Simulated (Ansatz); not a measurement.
A relaxed cell of W₄Se₃ is given with its symmetry left out. The cell was found from a structure generator's guess, not taken from experiment.

Level of theory: Ansatz 0.2.0, DFT PBE, scalar-relativistic, plane waves, PAW. Cutoff 420 eV, Γ-centred mesh, Gaussian smearing, no spin polarisation.

```yaml
crystal:
  lattice:
    - [5.05267, 0.00000, 0.00000]
    - [0.00000, 5.05267, 0.00000]
    - [0.00000, 0.00000, 5.05267]
  atoms:
    - { symbol: W, position: [0.50000, 0.00000, 0.00000] }
    - { symbol: W, position: [0.00000, 0.50000, 0.00000] }
    - { symbol: W, position: [0.00000, 0.00000, 0.50000] }
    - { symbol: W, position: [0.50000, 0.50000, 0.50000] }
    - { symbol: Se, position: [0.00000, 0.50000, 0.50000] }
    - { symbol: Se, position: [0.50000, 0.00000, 0.50000] }
    - { symbol: Se, position: [0.50000, 0.50000, 0.00000] }
```

Energies over the elements count from the elements' standard structures at the same level, with no fitted energy shifts.

(1) What space group does it have?

(2) How far does it lie from the elements in energy?

(3) Is it a metal?

(4) From what recipe could a structure generator have reached it?

Answers

(1) Pm-3m (No. 221). Conventional cell: a = 5.053 Å. W on a site of symmetry 4/mmm is surrounded by 4 Se at 2.53 Å; around W on a site of symmetry m-3m lie 6 Se at 2.53 Å; around Se lie 6 W at 2.53 Å.

(2) +1.46 eV/atom. A positive value: parting into the elements would lower its energy.

(3) Yes, bands cross the Fermi level on the 8×8×8 mesh.

(4) One such recipe: ordered vacancies on the anion sites of rock salt (Pm-3m, No. 221). Other recipes can lead to the same cell.

The last run used an 8×8×8 mesh for its 7-atom cell and Gaussian smearing of 0.10 eV. These runs have no spin–orbit coupling, which can matter for W. The cell is a metal run without spin; a magnetic state may lie lower. The reference form of Se is held partly by dispersion forces, which this level lacks. A structure relaxed within its symmetry needn't be a true minimum.
